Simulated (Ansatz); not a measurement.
W in space group Fd-3m (No. 227; W on 8a, W on 16d) under volume change, the program Ansatz at the PBE level (PAW), scaled uniformly.

| V (Å³/atom) | E − E(relaxed) (meV/atom) | P (GPa) |
|---|---|---|
| 15.291 | 136.7 | 31.44 |
| 15.795 | (withheld) | (withheld) |
| 16.299 | 13.6 | 8.87 |
| 16.803 | 0.0 | 0.00 |
| 17.307 | 12.2 | -7.58 |
| 17.811 | (withheld) | (withheld) |
| 18.315 | 99.8 | -19.63 |

Task: What belongs in the gaps?

Result: 
- 17.811, E − E(relaxed) (meV/atom): 46.5
- 17.811, P (GPa): -14.06
- 15.795, E − E(relaxed) (meV/atom): 57.4
- 15.795, P (GPa): 19.27

Task: What does a third-order Birch–Murnaghan fit give for V₀, B₀ and B′?

Result: V₀ = 16.80 Å³/atom, B₀ = 273 GPa, B′ = 4.2.

The start of the workflow was typed in or built on a structure type; neither database checked (COD, Materials Project) lists it. It is not the phase usual at ambient conditions (space group No. 229). The cell was relaxed with PBE under the symmetry of its start; its stability against distortions is not shown here. The run is not spin-polarised. Spin–orbit coupling is left out wherever it is not named.

Potentials: the later of the program's two PAW sets.
